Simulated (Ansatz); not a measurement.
A generated cell, not matched to a known phase here, of CuTe: F-43m (No. 216), cF8, zinc blende type; a = 5.8403 Å, b = 5.8403 Å, c = 5.8403 Å, α = 90.00°, β = 90.00°, γ = 90.00°; Te 4c (0.250, 0.250, 0.250); Cu 4a (0.000, 0.000, 0.000). All values below come from r2SCAN (plane waves to 500 eV, PAW, scalar-relativistic; Ansatz, a quantum-chemistry and plane-wave program). Element references, the lowest calculated here: Cu (Fm-3m), Te (P3₁21).

Total energies (eV/atom, σ → 0; comparable only within this code, potentials and settings):

```csv
phase,E (eV/atom)
CuTe (F-43m),-6813.087
Cu (Fm-3m),-6631.239
Te (P3₁21),-6994.823
```

**Question.** What is the formation energy of this F-43m form of CuTe from the elements?

**Answer.** E_f = -6813.087 − [1 × (-6631.239) + 1 × (-6994.823)] / 2 = -0.06 eV/atom (-0.1 eV per formula unit).

A lower structure of this composition may exist.

Static energies, no anion corrections, no zero-point energy. Values are rounded to 0.01 eV/atom. Not shown to be the ambient phase of their composition (a lower form may be missing, and a cell relaxed within its start's symmetry can be a saddle point): CuTe (F-43m). Spin-orbit coupling is missing from these energies, which matters for elements this heavy. The compounds carry no spin polarisation. The relaxed primitive cell holds an odd number of electrons. A magnetic state may lie lower.
